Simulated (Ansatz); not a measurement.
This Zr2Br3Cl structure is the end of a relaxation. The cell was found from a structure generator's guess, not taken from experiment.

The calculation used Ansatz 0.2.0, DFT PBE, scalar-relativistic, plane waves, PAW. Cutoff 420 eV, Γ-centred mesh, Gaussian smearing, collinear spin.

```
CELL_PARAMETERS angstrom
4.56601 0.00000 0.00000
-2.28300 3.95428 0.00000
0.00000 0.00000 9.51696
ATOMIC_POSITIONS crystal
Zr 0.33333 0.66667 0.00000
Zr 0.66667 0.33333 0.50000
Br 0.66667 0.33333 0.78343
Br 0.66667 0.33333 0.21657
Br 0.33333 0.66667 0.50000
Cl 0.00000 0.00000 0.00000
```

Formation energies are uncorrected and refer to the elements' standard structures at the same level (Cl₂ as a molecule). The references include crystalline Br.

Question: Find its symmetry and describe it.

Answer: P-6m2 (No. 187). Conventional cell: a = 4.566 Å, c = 9.517 Å. Around Zr on its first site lie 3 Cl at 2.64 Å and 6 Br at 3.35 Å; Zr on its second site has 5 Br at 2.64–2.70 Å; around Br on a site of symmetry 3m lie 1 Zr at 2.70 Å, 3 Cl at 3.35 Å and 3 Zr at 3.35 Å; around Cl lie 3 Zr at 2.64 Å and 6 Br at 3.35 Å; 1 more site not described.

Question: How far does it lie from the elements in energy?

Answer: −0.67 eV/atom. It lies below the elements, which doesn't yet make it stable against other compounds or structures.

Question: Is it a metal?

Answer: Yes, bands cross the Fermi level on the 12×12×4 mesh.

Question: Which magnetic moments does it keep?

Answer: 0.49 μB per atom net, the space between the atoms included; by site: Zr 1.1, 0.5 μB.

The last run used collinear spin, a 12×12×4 mesh (in the run's order of axes) for its 6-atom cell and Gaussian smearing of 0.10 eV. The reference form of Br is held partly by dispersion forces, which this level lacks. Another magnetic order may lie lower. A structure relaxed within its symmetry needn't be a true minimum.
